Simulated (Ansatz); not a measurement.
HfC (rock salt), conventional cell a = 4.607 Å, b = 4.607 Å, c = 4.607 Å, α = 90.00°, β = 90.00°, γ = 90.00°. The calculation uses the primitive cell of 2 atoms, to which meshes and values per cell refer.

This relaxed cell (volume V₀) is scaled evenly in all directions, its shape held. Symmetry pins the atoms to their sites.

Method: PBEsol (plane waves to 420 eV, PAW, scalar-relativistic; Ansatz, an electronic-structure program). k mesh 17×17×17 (Γ-centred), Fermi-Dirac smearing 0.05 eV. Energies are smeared free energies. HfC is run without spin polarisation. HfC was relaxed with its symmetry unable to fall. Spin-orbit coupling is left out, though Hf is heavy. ΔE is measured from the relaxed starting cell. The last digit holds for this mesh only.

```csv
V (Å³/atom),ΔE (meV/atom)
10.269,321.4
10.660,193.6
11.051,102.7
11.442,43.1
11.833,10.2
12.224,0.0
12.616,9.2
13.007,35.0
13.398,75.1
13.789,127.2
14.180,189.6
```

What is the fitted pressure derivative B₀′?

3.9.

What bulk modulus B₀ follows from a third-order Birch-Murnaghan fit?

248 GPa. Check by three points about V = 12.224 Å³/atom, step 0.782: d²E/dV² ≈ (43 − 2·0 + 35) meV / 0.782² = 0.127 eV/Å⁶, and V·d²E/dV² × 160.2 = 250 GPa.

(A scan under strain: stresses follow from slopes of the energy per volume, elastic moduli from its curvatures.)
